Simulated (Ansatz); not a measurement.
AlB₂Ru₂:
```yaml
crystal:
  lattice:
    - [1.46612, -6.37194, 0.00000]
    - [1.46612, 6.37194, 0.00000]
    - [0.00000, 0.00000, 2.81220]
  atoms:
    - { symbol: Al, position: [0.00000, 0.00000, 0.00000] }
    - { symbol: Ru, position: [0.35793, 0.64207, 0.50000] }
    - { symbol: Ru, position: [0.64207, 0.35793, 0.50000] }
    - { symbol: B, position: [0.20970, 0.79030, 0.00000] }
    - { symbol: B, position: [0.79030, 0.20970, 0.00000] }
```

Relaxed with r²SCAN.

Problem. Which orbitals make up the states near the Fermi level in r²SCAN in the plane-wave PAW code Ansatz?

Solution. Within 0.5 eV of the Fermi level: Ru 4d 72 %, B 2p 15 %, Al 3p 7 %. Projections are on Löwdin-orthogonalised atomic valence shells; empty p or d shells of many metals are not among them.

Problem. Tabulate the density of states.

Solution. States/eV per cell of 5 atoms, in 0.25 eV bins, energy from the Fermi level.

| E (eV) | total | Ru 4d | B 2p | Al 3p |
|---|---|---|---|---|
| -7.85 | 1.27 | 0.39 | 0.37 | 0.14 |
| -7.60 | 2.60 | 1.02 | 0.81 | 0.20 |
| -7.35 | 1.99 | 0.81 | 0.63 | 0.13 |
| -7.10 | 1.72 | 0.73 | 0.64 | 0.10 |
| -6.85 | 1.68 | 0.71 | 0.67 | 0.11 |
| -6.60 | 2.16 | 0.92 | 0.85 | 0.14 |
| -6.35 | 2.60 | 1.19 | 0.89 | 0.20 |
| -6.10 | 2.36 | 1.20 | 0.78 | 0.15 |
| -5.85 | 3.10 | 1.68 | 1.02 | 0.19 |
| -5.60 | 2.96 | 1.76 | 0.82 | 0.21 |
| -5.35 | 3.14 | 1.96 | 0.84 | 0.18 |
| -5.10 | 3.23 | 2.20 | 0.67 | 0.20 |
| -4.85 | 3.43 | 2.08 | 0.67 | 0.49 |
| -4.60 | 2.79 | 1.65 | 0.44 | 0.56 |
| -4.35 | 2.23 | 1.41 | 0.29 | 0.43 |
| -4.10 | 2.78 | 1.79 | 0.53 | 0.37 |
| -3.85 | 4.11 | 2.74 | 0.57 | 0.62 |
| -3.60 | 2.69 | 1.72 | 0.34 | 0.52 |
| -3.35 | 2.63 | 2.00 | 0.26 | 0.28 |
| -3.10 | 2.37 | 1.96 | 0.20 | 0.13 |
| -2.85 | 2.34 | 1.95 | 0.17 | 0.12 |
| -2.60 | 3.44 | 2.93 | 0.23 | 0.16 |
| -2.35 | 4.15 | 3.58 | 0.26 | 0.18 |
| -2.10 | 3.18 | 2.71 | 0.22 | 0.12 |
| -1.85 | 2.27 | 1.89 | 0.19 | 0.10 |
| -1.60 | 2.75 | 2.37 | 0.19 | 0.10 |
| -1.35 | 3.09 | 2.70 | 0.18 | 0.11 |
| -1.10 | 2.34 | 2.02 | 0.14 | 0.10 |
| -0.85 | 1.88 | 1.50 | 0.17 | 0.12 |
| -0.60 | 1.51 | 1.12 | 0.17 | 0.12 |
| -0.35 | 1.65 | 1.24 | 0.20 | 0.12 |
| -0.10 | 1.70 | 1.25 | 0.24 | 0.11 |
| 0.15 | 1.40 | 0.97 | 0.25 | 0.11 |
| 0.40 | 1.39 | 0.95 | 0.26 | 0.11 |
| 0.65 | 2.04 | 1.49 | 0.30 | 0.16 |
| 0.90 | 2.53 | 1.78 | 0.37 | 0.24 |
| 1.15 | 2.58 | 1.62 | 0.47 | 0.31 |
| 1.40 | 2.33 | 1.41 | 0.44 | 0.31 |
| 1.65 | 1.16 | 0.58 | 0.31 | 0.15 |
| 1.90 | 1.01 | 0.46 | 0.30 | 0.12 |
| 2.15 | 1.42 | 0.60 | 0.46 | 0.14 |
| 2.40 | 2.33 | 0.94 | 0.72 | 0.16 |
| 2.65 | 2.09 | 0.78 | 0.66 | 0.14 |
| 2.90 | 1.38 | 0.42 | 0.36 | 0.12 |
| 3.15 | 1.32 | 0.43 | 0.33 | 0.10 |
| 3.40 | 1.86 | 0.54 | 0.37 | 0.16 |
| 3.65 | 2.43 | 0.65 | 0.43 | 0.22 |
| 3.90 | 2.19 | 0.52 | 0.44 | 0.21 |
| 4.15 | 1.86 | 0.42 | 0.41 | 0.20 |
| 4.40 | 1.83 | 0.39 | 0.44 | 0.23 |
| 4.65 | 1.70 | 0.35 | 0.40 | 0.24 |

Space group Cmmm. The start of the workflow was typed in or built on a structure type; neither database checked (COD, Materials Project) lists it. Its standing as an ambient phase is unchecked. Symmetry was held in the r²SCAN relaxation; whether a distortion lowers the energy is not shown. No spin polarisation was allowed. The volume moved by 17 % from the start of the relaxation. Scalar-relativistic: spin–orbit coupling is off unless named, which matters more the heavier the elements.

Potentials: the later of the program's two PAW sets.
